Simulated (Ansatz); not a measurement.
Hf2N: how the free axis answers a strain

Hf2N, P4_2/mnm, a = 5.296 Å, c = 3.227 Å. The structure is a Materials Project entry; whether it is the stable form wasn't checked. Ansatz: PBEsol, PAW, 420 eV, Γ-centred 8×8×12 mesh on 6 atoms, Gaussian smearing 0.10 eV; no spin polarisation. Series: biaxial strain in the a-b plane, c and atoms relaxed; x is the strain in per cent. y is the change of c in per cent of 3.227 Å.

| x (%) | y (%) |
| --- | --- |
| -3.0 | 1.78 |
| -2.0 | 1.14 |
| -1.0 | 0.55 |
| 0.0 | 0.00 |
| 1.0 | ? |
| 2.0 | -0.98 |
| 3.0 | -1.43 |

Fit y = c1 x + c2 x² to the other rows, say what c1 measures, and predict the missing y.

Least squares on the rows shown. y = −0.5334 x + 0.01952 x². With no stress along c, c1 = −2C13/C33 = -0.533. At x = 1.0 the fit asked for gives -0.51 %. The run gave -0.51 %, the same to the digits shown.

Spin–orbit coupling is left out, which can shift energies with elements as heavy as these.